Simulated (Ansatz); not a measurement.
Theory: DFT PBE, scalar-relativistic, plane waves, PAW (Ansatz 0.2.0). All cells share a 420 eV cutoff and Γ-centred k meshes spaced about 0.3 Å⁻¹ or finer (0.25 for metals, 2π included). No spin polarisation.

Temperature and zero-point effects are left out.

Two forms of In4Ru were relaxed alike.

A.

Space group I4/mmm (No. 139). a = 3.232 Å, b = 3.232 Å, c = 22.119 Å, α = 90.00°, β = 90.00°, γ = 90.00°
```csv
atom,site,symmetry,x,y,z
In,4e,4mm,0.0000,0.0000,0.1890
In,4e,4mm,0.0000,0.0000,0.4271
Ru,2a,4/mmm,0.0000,0.0000,0.0000
```

B.

Space group Im-3m (No. 229). a = 6.274 Å, b = 6.274 Å, c = 6.274 Å, α = 90.00°, β = 90.00°, γ = 90.00°
| atom | site | symmetry | x | y | z |
| --- | --- | --- | --- | --- | --- |
| In | 8c | .-3m | 0.2500 | 0.2500 | 0.2500 |
| Ru | 2a | m-3m | 0.0000 | 0.0000 | 0.0000 |

Task: Which would you expect to be lower, and how large is the difference?

Result: B is lower, by 94 meV/atom. A has space group I4/mmm (No. 139), 23.1 Å³/atom and no gap on its mesh; B has space group Im-3m (No. 229), 24.7 Å³/atom and no gap. Counting all near atoms (those within 1.25 times the shortest distance at each site; a plus sign parts nearer from farther groups; a slash parts the counts of unlike sites), A has In 12/4+9, Ru 8+4 and B has In 2+6, Ru 8. The lower one is the more open, so pressure narrows the difference. Both come from trial cells of a structure search.

Trial moments fell under 0.15 μB along the way in I4/mmm and Im-3m; another start might hold them. With atoms moved at random, B ended within 5 meV/atom of its own energy, in a cell of lower symmetry. Other cells relaxed within their symmetry can be saddle points.
